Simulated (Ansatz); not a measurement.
# Cs2KBrF6, a known structure type with other elements, at an estimated volume

```
CELL_PARAMETERS angstrom
0.00000 4.63390 4.63390
4.63390 0.00000 4.63390
4.63390 4.63390 0.00000
ATOMIC_POSITIONS crystal
Cs 0.25000 0.25000 0.25000
Cs 0.75000 0.75000 0.75000
K 0.50000 0.50000 0.50000
F 0.78000 0.22000 0.22000
F 0.22000 0.78000 0.22000
F 0.22000 0.78000 0.78000
F 0.78000 0.22000 0.78000
F 0.22000 0.22000 0.78000
F 0.78000 0.78000 0.22000
Br 0.00000 0.00000 0.00000
```

Method: r2SCAN, no spin polarisation; PAW, plane waves to 500 eV, 6×6×6 Γ-centred mesh, fermi-dirac occupations (width 0.1 eV) (Ansatz 0.2.0), atoms fixed.

Where is the largest force?

The largest is on F4 (and as large on other atoms): 2.10 eV/Å, components (2.10, 0.00, 0.00). It makes 180° with the line to a nearest neighbour, Br10 at 2.04 Å, pointing away from it.

Is there a gap?

It is a metal, with about 12 states/eV a cell as the mean within 0.25 eV of the Fermi level, mostly Br p (56 %) and F p (38 %).

How is the charge shared?

Bader charges in e: Cs +0.92, K +0.88, Br +1.47, F -0.70. In the mean Br gives up most and F takes most.

Is the cell too large or too small?

The pressure is 5.9 GPa (compression positive), so with the atoms held at these fractions the cell would first expand; the forces are large, so a full relaxation may end otherwise.

Origin: a known structure type with other elements, at an estimated volume, so it need not be a known compound. Caveats: many states at the Fermi level without spin polarisation, so a magnetic state may lie lower; the Fermi level lies in a narrow band between gaps, which spin or distortion may split; atoms or cell far from equilibrium.
